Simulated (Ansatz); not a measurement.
AlN (wurtzite)

```
CELL_PARAMETERS angstrom
      3.12980     0.00000     0.00000
     -1.56490     2.71049     0.00000
      0.00000     0.00000    10.03466
ATOMIC_POSITIONS crystal
  Al 0.66667 0.33333 0.00169
  Al 0.66667 0.33333 0.50169
  Al 0.33333 0.66667 0.25169
  Al 0.33333 0.66667 0.75169
  N  0.66667 0.33333 0.31091
  N  0.66667 0.33333 0.81091
  N  0.33333 0.66667 0.06091
  N  0.33333 0.66667 0.56091
```

A phonon eigenvector at A = (0.0, 0.0, 0.5) is frozen into this cell: atom i moves by Q times the vector below, so Q is the largest atomic displacement, in Å. The cell is held. It is one choice among 4 degenerate patterns. (q is in reciprocal vectors of the primitive cell; the cell shown is doubled to hold the pattern.)

```json
[
 {"atom": "Al1", "x": "0.000", "y": "0.998", "z": "0.000"},
 {"atom": "Al2", "x": "0.000", "y": "-0.998", "z": "0.000"},
 {"atom": "Al3", "x": "0.000", "y": "0.606", "z": "0.000"},
 {"atom": "Al4", "x": "0.000", "y": "-0.606", "z": "0.000"},
 {"atom": "N5", "x": "0.000", "y": "0.473", "z": "0.000"},
 {"atom": "N6", "x": "0.000", "y": "-0.473", "z": "0.000"},
 {"atom": "N7", "x": "0.000", "y": "1.000", "z": "0.000"},
 {"atom": "N8", "x": "0.000", "y": "-1.000", "z": "0.000"}
]
```

Computed with PBE (plane waves to 420 eV, PAW, scalar-relativistic; Ansatz, a quantum-chemistry and plane-wave program). k mesh 12×12×4 (Γ-centred), Fermi-Dirac smearing 0.05 eV. E stands for the smeared free energy. AlN was relaxed with its symmetry unable to fall. The PAW data are Ansatz's earlier set. ΔE is measured from the undisplaced structure.

```
Q (Å)   ΔE (meV/cell)
------  -------------
-0.100           59.0
-0.067           26.3
-0.033            6.6
0.000             0.0
0.033             6.6
0.067            26.3
0.100            59.0
```

Which DFPT wavenumber at A = (0.0, 0.0, 0.5) belongs to this mode?
(A) 641 cm⁻¹
(B) 804 cm⁻¹
(C) 173 cm⁻¹
(D) 340 cm⁻¹

C, 173 cm⁻¹. The curvature of the scan gives 173 cm⁻¹

(A displaced cell: forces are minus the slopes of the energy, force constants its curvatures, and phonons follow from these.)
